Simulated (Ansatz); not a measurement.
A trial cell of SnSe₅, before relaxation:

```
CELL_PARAMETERS angstrom
3.64734 0.00000 0.00000
-1.82367 3.15869 0.00000
0.00000 0.00000 18.43108
ATOMIC_POSITIONS crystal
Sn 0.00000 0.00000 0.00000
Se 0.66667 0.33333 0.83495
Se 0.00000 0.00000 0.66732
Se 0.66667 0.33333 0.50000
Se 0.00000 0.00000 0.33268
Se 0.66667 0.33333 0.16505
```

Method: DFT PBE, scalar-relativistic, plane waves, PAW in Ansatz 0.2.0. Cutoff 420 eV, Gaussian smearing, Γ-centred meshes. Cell and atoms relax first on a coarse mesh and then on a finer one. In between, the cell is made exact in the group found at 0.06 Å. In metals the finer mesh still leaves noise of several meV/atom or more. The steps can't lower the symmetry of their start. No spin polarisation.

A guess keeps its type if space group and coordination stay and the shape of the cell changes little (axis ratios within about 15 %, angles within 6°); the volume may change.

Question: Will the relaxed cell still be of the starting type?

Answer: It doesn't keep its type. The symmetry stays P-6m2 (No. 187). The volume per atom shrinks by 31.1 %, from 35.4 to 24.4 Å³. The shortest distance goes from 3.65 Å (Se–Se and Sn–Sn) to 2.81 Å (Se–Se). The ratio c/a of the conventional cell changes by a factor of 0.60. Counting neighbours within 15 % of an atom's shortest distance, the start has Se 12, Sn 12 and the end Se 6, Sn 6. In detail, at the end Sn has 6 Se at 2.84 Å; Se on a site of symmetry 3m has 3 Sn at 2.84 Å and 3 Se at 3.16 Å; Se on a second site of symmetry 3m has 3 Se at 2.81 Å and 3 Se at 3.16 Å; 1 more site not described.

```
Sn Se
1.0
     3.82511    0.00000    0.00000
    -1.91256    3.31264    0.00000
     0.00000    0.00000   11.54310
Sn Se
1 5
Direct
  0.00000 0.00000 0.00000
  0.66667 0.33333 0.84599
  0.00000 0.00000 0.64998
  0.66667 0.33333 0.50000
  0.00000 0.00000 0.35002
  0.66667 0.33333 0.15401
```

Energies over the elements count from the elements' standard structures at the same level, with no fitted energy shifts. The references include grey tin.

Question: At what energy does it end?

Answer: +0.16 eV/atom. It can't be a ground state, since the elements alone are lower.

The last run used a 12×12×4 mesh (in the run's order of axes) for its 6-atom cell and Gaussian smearing of 0.10 eV. No dispersion correction is applied, so the spacing and binding between layers, chains or molecules are poorly described. The reference form of Se is held partly by dispersion forces, which this level lacks. Symmetry constrained the relaxation, so the result can be a saddle point.
